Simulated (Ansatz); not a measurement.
Mo₂N (anti-anatase, I4_1/amd), LDA (plane waves, PAW; program Ansatz), all energies at zero smearing, with the estimated change up to a 700 eV cutoff added, with one set of potentials and settings (totals compare only within such a set). Cell of 6 atoms (4 Mo, 2 N): -20122.006 eV.

| element | reference phase | E (eV/atom) |
|---|---|---|
| Mo | Im-3m, 1 atoms in the cell | -4842.8866 |
| N | P4_2/mnm, 4 atoms in the cell | -373.6525 |

Formation energy per atom, worked out: (-20122.006 − 4×(-4842.8866) − 2×(-373.6525))/6 = -0.526 eV/atom (-51 kJ per mol of atoms), at 0 K, without zero-point energy or fitted corrections.

The first step of the workflow began from a Materials Project structure, measured or hypothetical; the Crystallography Open Database files this formula in space group No. 141, but the cells were not matched. Whether it is the stable phase at ambient conditions was not checked. Symmetry was held in the LDA relaxation; of distortions, only those at the zone centre were tested, and some modes there are weakly imaginary. No spin polarisation was allowed. The references are the lowest solids computed at this level, not always the standard phases (solids in place of the gases).

Potentials: the earlier of the program's two PAW sets.
